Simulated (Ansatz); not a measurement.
Phonons of InAs (F-43m)

```yaml
crystal:
  lattice:
    - [0.00000, 3.04392, 3.04392]
    - [3.04392, 0.00000, 3.04392]
    - [3.04392, 3.04392, 0.00000]
  atoms:
    - { symbol: In, position: [0.00000, 0.00000, 0.00000] }
    - { symbol: As, position: [0.75000, 0.75000, 0.75000] }
```

Computed, not measured; unless marked otherwise by PBEsol, all-electron LAPW in Ansatz 0.2.0, scalar-relativistic. k mesh 12×12×12, Fermi-Dirac smearing of 0.100 eV, basis error target 1 meV/atom. The cell was relaxed by PAW under this functional.

Atoms are displaced by 0.01 Å in the smallest supercells that hold the wave vectors of a 2×2×2 mesh. Negative values stand for unstable modes.

Task: What are the phonon energies at the solved wave vectors, in THz?

Result: 

```
                q  point                       modes (THz)
0.000 0.000 0.000  Gamma                         6.27 (×3)
0.500 0.000 0.000      L  1.22 (×2), 4.42, 5.99, 6.27 (×2)
0.500 0.500 0.000      X  1.45 (×2), 4.93, 5.75, 6.28 (×2)
```

Task: Is the structure dynamically stable at these wave vectors?

Result: Yes, no mode is unstable there; wave vectors off this mesh aren't tested.

Task: How do the optical zone-centre modes decompose, and which are active?

Result: Point group -43m: Γ_opt = T2.

| label | THz | activity | mostly |
| --- | --- | --- | --- |
| T2 | 6.27 | IR and Raman | As (60 %) |

In a metal the activity is that of symmetry alone; free carriers screen the infrared modes.

Task: How well do frozen-core PAW files reproduce these all-electron values?

Result: With a cutoff of 420 eV and displacements of 0.0025 Å, the r.m.s. difference over the modes is 0.1 cm⁻¹; the largest difference is 48.5 (PAW) against 48.5 cm⁻¹ (LAPW).

Limits of these numbers: the gap is closed or tiny at this level, so small that the run used smearing; responses move with mesh and smearing; the frozen-core PAW files of the compared runs were fitted under PBE, their cores solved anew for this functional.
